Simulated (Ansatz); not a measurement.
Relaxed-ion elastic tensor of Mg$_{2}$Ge (anti-fluorite, space group No. 225) in GPa (Voigt order), the program Ansatz at the PBE level (PAW); density 3.04 g/cm³, 22.06 Å³ per atom.

```
 108  20.8  20.8   0.0   0.0   0.0
20.8   108  20.8   0.0   0.0   0.0
20.8  20.8   108   0.0   0.0   0.0
 0.0   0.0   0.0  41.7   0.0   0.0
 0.0   0.0   0.0   0.0  41.7   0.0
 0.0   0.0   0.0   0.0   0.0  41.7
```

Task: Is the crystal mechanically stable?

Result: Yes: the smallest eigenvalue of C is 41.7 GPa.

Task: Work out the Voigt, Reuss and Hill averages.

Result: K_V = 49.8, K_R = 49.8, K_H = 49.8; G_V = 42.4, G_R = 42.4, G_H = 42.4 GPa.

Task: Give Young's modulus, Poisson's ratio, Pugh's ratio and the universal anisotropy index.

Result: E = 9KG/(3K + G) = 99.1 GPa; ν = 0.17; K/G = 1.17 (brittle by the Pugh limit of 1.75); A_U = 5G_V/G_R + K_V/K_R − 6 = 0.00.

Task: Estimate the sound speeds and the Debye temperature.

Result: v_l = √((K + 4G/3)/ρ) = 5910 m/s, v_t = √(G/ρ) = 3730 m/s, mean 4110 m/s; Θ = (h/k)(3n/4πV)^(1/3) v_m = 436 K.

Task: Give the Zener ratio and Young's modulus along [100], [110] and [111].

Result: A = 2C44/(C11 − C12) = 0.96; 1/E = S11 − 2(S11 − S12 − S44/2)Γ with Γ = 0, 1/4, 1/3 gives 101, 98.6, 97.9 GPa.

Task: Solve the Christoffel equation for the three sound speeds along [100], [110], [111].

Result: Eigenvalues of C_ijkl n_j n_l equal ρv². In km/s, slowest first: [100] 3.70, 3.70, 5.95; [110] 3.70, 3.78, 5.90; [111] 3.75, 3.75, 5.89.

Space group Fm-3m (anti-fluorite). Symmetry was held in the PBE relaxation; of distortions, only those at the zone centre were tested.

Potentials: the later of the program's two PAW sets.
